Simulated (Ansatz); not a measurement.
## Two states of YTlCr

```yaml
crystal:
  lattice:
    - [3.86137, 6.68809, 0.00000]
    - [-3.86137, 6.68809, 0.00000]
    - [0.00000, 0.00000, 3.73877]
  atoms:
    - { symbol: Cr, position: [0.00000, 0.00000, 0.50000] }
    - { symbol: Tl, position: [0.24500, 0.75500, 0.00000] }
    - { symbol: Tl, position: [0.75500, 0.00000, 0.00000] }
    - { symbol: Tl, position: [0.00000, 0.24500, 0.00000] }
    - { symbol: Cr, position: [0.33330, 0.33340, 0.00000] }
    - { symbol: Cr, position: [0.66670, 0.66660, 0.00000] }
    - { symbol: Y, position: [0.58500, 0.41500, 0.50000] }
    - { symbol: Y, position: [0.41500, 0.00000, 0.50000] }
    - { symbol: Y, position: [0.00000, 0.58500, 0.50000] }
```

Level: PBE, with U_eff = 4.16 eV on Cr d (all-electron-ortho-atomic projectors); 420 eV; 4×4×6 Γ-centred mesh; fermi-dirac occupations (width 0.0429 eV); Ansatz 0.2.0, fixed geometry.

State A: Cr1 up, Cr5 down, Cr6 down (collinear spin). State B: Cr1 up, Cr5 up, Cr6 up (collinear spin).

Task: Which state is lower, and how do they differ?

Result: State B is lower by 11.5 meV an atom at zero smearing.

```json
{"state": "A", "free energy (meV/atom)": "11.2", "largest moment in a small sphere (μB)": "4.14", "net moment (μB/cell)": "4.04", "gap on mesh (eV)": "metal", "pressure (GPa)": "13.9", "largest force (eV/Å)": "2.05"}
{"state": "B", "free energy (meV/atom)": "0.0", "largest moment in a small sphere (μB)": "4.16", "net moment (μB/cell)": "13.32", "gap on mesh (eV)": "metal", "pressure (GPa)": "13.8", "largest force (eV/Å)": "2.14"}
```

Origin: a known structure type with other elements, at an estimated volume, so it need not be a known compound. Caveats: atoms or cell far from equilibrium.
